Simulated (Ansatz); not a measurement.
IrO2:
```yaml
crystal:
  lattice:
    - [4.47092, 0.00000, 0.00000]
    - [0.00000, 4.47092, 0.00000]
    - [0.00000, 0.00000, 3.15445]
  atoms:
    - { symbol: Ir, position: [0.00000, 0.00000, 0.00000] }
    - { symbol: Ir, position: [0.50000, 0.50000, 0.50000] }
    - { symbol: O, position: [0.30892, 0.30892, 0.00000] }
    - { symbol: O, position: [0.80892, 0.19108, 0.50000] }
    - { symbol: O, position: [0.19108, 0.80892, 0.50000] }
    - { symbol: O, position: [0.69108, 0.69108, 0.00000] }
```

Relaxed with PBEsol. Special points in fractions of this cell's reciprocal vectors: Γ (0.000, 0.000, 0.000); X (0.000, 0.500, 0.000); M (0.500, 0.500, 0.000); Z (0.000, 0.000, 0.500); R (0.000, 0.500, 0.500); A (0.500, 0.500, 0.500).

Question: List the band energies nearest the Fermi level at these points for DFT-PBEsol in the program Ansatz with PAW potentials.

Answer: In eV from the Fermi level; about four levels below and three above (degenerate sets whole), none deeper than 8.9 eV; points with the same levels are listed once.

```csv
k,below,above
Γ,-2.49 -2.49 -2.39 -2.39 -2.23,0.84 1.30 4.17
X,-1.33 -1.33 -0.30 -0.30,3.65 3.65 3.73 3.73
M,-2.54 -2.54 -2.45 -2.45,0.21 0.21 2.61 2.61
Z,-1.97 -1.97 -0.70 -0.70,0.28 0.28 2.33 2.33
R,-2.84 -2.84 -1.83 -1.83,0.57 0.57 1.20 1.20
A,-1.27 -1.27 -0.49 -0.49,2.28 2.28 3.30 3.30
```

Space group P4_2/mnm (rutile). Symmetry was held in the PBEsol relaxation. The run is not spin-polarised. The volume moved by -16 % from the start of the relaxation. Spin–orbit coupling is left out wherever it is not named.

Potentials: the later of the program's two PAW sets.
